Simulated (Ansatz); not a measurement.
Si3N4:
```cif
data_N32Si24
_chemical_formula_sum 'Si24 N32'
_space_group_name_H-M_alt 'Fd-3m :1'
_space_group_IT_number 227
_space_group_name_Hall 'F 4d 2 3 -1d'
_cell_length_a 7.72999
_cell_length_b 7.72999
_cell_length_c 7.72999
_cell_angle_alpha 90.000
_cell_angle_beta 90.000
_cell_angle_gamma 90.000
loop_
_atom_site_label
_atom_site_type_symbol
_atom_site_symmetry_multiplicity
_atom_site_Wyckoff_symbol
_atom_site_fract_x
_atom_site_fract_y
_atom_site_fract_z
_atom_site_occupancy
Si1 Si 16 c 0.12500 0.12500 0.12500 1
Si2 Si 8 b 0.50000 0.50000 0.50000 1
N1 N 32 e 0.36757 0.36757 0.36757 1
```
(The calculation used a cell of 14 atoms; values per cell refer to that cell.)

Relaxed with r²SCAN.

Problem. Give the optical modes at the zone centre with their infrared and Raman activity from DFPT, r²SCAN (plane waves, PAW; program Ansatz).

Solution. Transverse frequencies, without the LO–TO term; a row sums one degenerate level.

```tsv
ω (cm⁻¹)	degeneracy	IR ((D/Å)²/amu)	Raman (Å⁴/amu)	activity
319	3	0.00	0	silent
416	3	0.85	0	IR
424	3	0.00	0.13	Raman
449	2	0.00	0	silent
508	3	0.00	0	silent
526	2	0.00	19	Raman
612	3	340.20	0	IR
631	3	0.00	0	silent
729	3	0.00	1.4	Raman
735	3	25.46	0	IR
787	2	0.00	0	silent
788	1	0.00	0	silent
812	3	130.15	0	IR
848	3	0.00	31	Raman
954	1	0.00	0	silent
981	1	0.00	12	Raman
```

Problem. How high does the top mode go among those that the LO–TO term moves?

Solution. 1054 cm⁻¹ for q along x.

Symmetry was held in the r²SCAN relaxation; of distortions, only those at the zone centre were tested.

Potentials: the earlier of the program's two PAW sets.
